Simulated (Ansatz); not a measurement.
NiO: the volume at rest

NiO in an antiferromagnetic state, starting from this typed cell of 9.06 Å³ an atom.

```
Ni O
1.0
     4.17000    2.08500    2.08500
     2.08500    4.17000    2.08500
     2.08500    2.08500    4.17000
Ni O
2 2
Cartesian
  0.0000 0.0000 0.0000
  4.1700 4.1700 4.1700
  2.0850 2.0850 2.0850
  6.2550 6.2550 6.2550
```

Method (Ansatz, development build): k mesh 4×4×4; fixed occupations; collinear spin from start moments 2.0, -2.0, 0.0, 0.0 μB (atoms as listed). Cell and atoms are relaxed to zero stress with the symmetry kept and no dispersion correction.

Caveats: coarse k mesh.

Q: What volume results under PBE, and how much do the potentials matter?

A: 
| functional | potentials | cutoff (eV) | volume (Å³/atom) | change (%) |
| --- | --- | --- | --- | --- |
| PBE | Ansatz generated PAW | 420 | 9.23 | 1.9 |
| PBE | Ansatz hand-made PAW | 930 | 9.23 | 1.8 |
| PBE | JTH PAW | 2400 | 9.25 | 2.1 |
| PBE | Ansatz norm-conserving | 1400 | 9.22 | 1.7 |
